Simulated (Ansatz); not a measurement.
**Computed scan of one atom of the cell: TiO2 (anatase)**

Starting cell, TiO2 (anatase):

```xyz
6
Lattice="-1.8849 1.8849 4.7759 1.8849 -1.8849 4.7759 1.8849 1.8849 -4.7759" Properties=species:S:1:pos:R:3 pbc="T T T"
Ti     0.0000     0.0000     4.7759
Ti     1.8849     0.0000     2.3879
O      0.0000     0.0000     2.7936
O      1.8849     0.0000     0.4057
O      1.8849     0.0000     4.3702
O      0.0000     0.0000     6.7581
```

In each cell atom 6 (O, nearest neighbour Ti at 1.928 Å; its periodic images, 3.8 Å or more away, move with it) moves by s·(0.577, 0.577, 0.577) (along Cartesian [111]), the rest being held.

Level of theory: PBEsol (plane waves to 420 eV, PAW, scalar-relativistic; Ansatz, a first-principles code). k mesh 10×10×10 (Γ-centred), Fermi-Dirac smearing 0.05 eV. E stands for the smeared free energy. Stress and pressure are positive under compression. F∥ is the force on the atom along that direction. F⊥ is the part of the force across the line. TiO2 is run without spin polarisation. TiO2 was relaxed with its symmetry unable to fall. The zero of ΔE is the undisplaced structure.

```csv
s (Å),ΔE (meV/cell),P (GPa),F∥ (eV/Å),|F⊥| (eV/Å)
-0.190,194.7,2.75,2.104,1.139
-0.152,123.2,2.00,1.658,0.872
-0.114,68.5,1.35,1.223,0.626
-0.076,30.1,0.80,0.801,0.401
-0.038,7.4,0.35,0.394,0.193
0.000,0.0,0.00,0.000,0.000
0.038,7.3,-0.24,-0.382,0.183
0.076,28.9,-0.37,-0.753,0.361
0.114,64.4,-0.39,-1.118,0.540
0.152,113.8,-0.29,-1.479,0.727
0.190,176.9,-0.08,-1.841,0.931
```

Summary:

| Item | Value |
|---|---|
| Energy at s = 0.190 Å | 176.9 meV/cell |
| Force along the line at s = -0.190 Å | 2.10 eV/Å |
| Symmetry of the curve | not even: the negative side lies higher at ±0.190 Å |
| Shape of the curve | a single well with its minimum at or next to zero displacement |
| Force constant k = d²E/ds² at s = 0 (finite differences) | 10.2 eV/Å² |
| Harmonic estimate at the end of the scan | ½ks² = 184.0 meV/cell against the computed 176.9 meV/cell, so the well is close to harmonic there |

(For displaced atoms, the force is minus the slope of the energy, and its curvature is a force constant, which sets phonon frequencies.)
